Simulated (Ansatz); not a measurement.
**YPd3: one input, then a changed one**

Structure from Materials Project entry mp-559 (possibly hypothetical), not relaxed further.

First run: DFT, PBEsol, PAW with Ansatz's default frozen-core files, scalar-relativistic (Ansatz 0.2.0).

Command: `ansatz run input.yaml --threads 1 --pin off --max-ram 4096MiB --backend cpu --events-out ev --progress --plain --runs-dir out` The run took 23 s on 1 thread of Arm Neoverse V2, on a shared host, peak memory 0.46 GiB.

```yaml
crystal:
  lattice:
    - [4.09992176, 0.0, 0.0]
    - [0.0, 4.09992176, 0.0]
    - [0.0, 0.0, 4.09992176]
  atoms:
    - { symbol: "Y", position: [0.0, 0.0, 0.0] }
    - { symbol: Pd, position: [0.5, 0.5, 0.0] }
    - { symbol: Pd, position: [0.5, 0.0, 0.5] }
    - { symbol: Pd, position: [0.0, 0.5, 0.5] }
kpoints:
  mp_grid: { grid: [10, 10, 10] }
  band_path:
    path:
      - [0.0, 0.0, 0.0]
      - [0.0, 0.5, 0.0]
      - [0.5, 0.5, 0.0]
      - [0.0, 0.0, 0.0]
      - [0.5, 0.5, 0.5]
      - [0.0, 0.5, 0.0]
      - [0.5, 0.5, 0.5]
      - [0.5, 0.5, 0.0]
    npoints: 14
scf:
  occupations: { method: fermi_dirac, width: 0.05 }
hamiltonian:
  xc: pbesol
  pseudopotentials: { kind: paw }
output:
  forces: true
  stress: true
  eigenvalues: true
  efg: { contact_densities: true }
  populations: true
  bader: true
  dos: { projected: true, de: 0.2, e_range: [-14, 8] }
  write_density: true
  write_potential: true
  elf: true
  volumetric_format: npy
```

Result: converged; pressure -4.28 GPa; 6 SCF iterations.

Spin polarisation is left out, and whether a magnetic state lies lower isn't shown here.

The input is then changed:

```diff
@@ -10,5 +10,5 @@
     - { symbol: Pd, position: [0.0, 0.5, 0.5] }
 kpoints:
-  mp_grid: { grid: [10, 10, 10] }
+  mp_grid: { grid: [15, 15, 15] }
   band_path:
     path:
@@ -33,9 +33,3 @@
   efg: { contact_densities: true }
   populations: true
-  bader: true
-  dos: { projected: true, de: 0.2, e_range: [-14, 8] }
-  write_density: true
-  write_potential: true
-  elf: true
-  volumetric_format: npy
```

(1) What does the second run give?

## Answers

(1) It converged; energy at zero smearing +1.5 meV/atom from the first run; pressure -4.25 GPa; 6 SCF iterations.
